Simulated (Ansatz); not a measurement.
## Ir: frozen-core PAW against all-electron methods

```xyz
1
Lattice="0.0000 1.9389 1.9197 1.9389 0.0000 1.9197 1.9389 1.9389 0.0000" Properties=species:S:1:pos:R:3 pbc="T T T"
Ir    0.0000    0.0000    0.0000
```

The cell comes from COD entry 9008470, which wasn't checked; take it as a given geometry. The listed cell was then made from it by scaling, straining or moving an atom.

Spin–orbit coupling is left out, though it moves levels of the heavy atoms by tenths of an eV or more.

Levels of theory: DFT, PBEsol, PAW with Ansatz's default frozen-core files, scalar-relativistic (Ansatz 0.2.0); DFT, PBEsol, all-electron LAPW, scalar-relativistic (Ansatz 0.2.0).

For PAW: a Γ-centred 15×15×15 k mesh, Fermi–Dirac smearing of 0.05 eV, cutoff 420 eV, no spin polarisation; the PAW files were made with PBE, and the program remakes their frozen cores for this functional. LAPW targets a basis error of 0.5 meV/atom. The Ansatz runs share mesh, smearing and spin set-up. Plane-wave (PAW) pressures include the program's estimate of the Pulay term.

Stress and pressure are positive in compression.

The change that made this cell: equal xx and yy strain of +1 %.

PAW results:

| quantity | PAW |
| --- | --- |
| pressure (GPa) | -9.82 |
| stress xx (GPa) | -11.05 |
| stress zz (GPa) | -7.37 |

(1) What does all-electron LAPW give for the same quantities?

Results:

(1) 
| quantity | LAPW |
| --- | --- |
| pressure (GPa) | -9.85 |
| stress xx (GPa) | -11.08 |
| stress zz (GPa) | -7.40 |
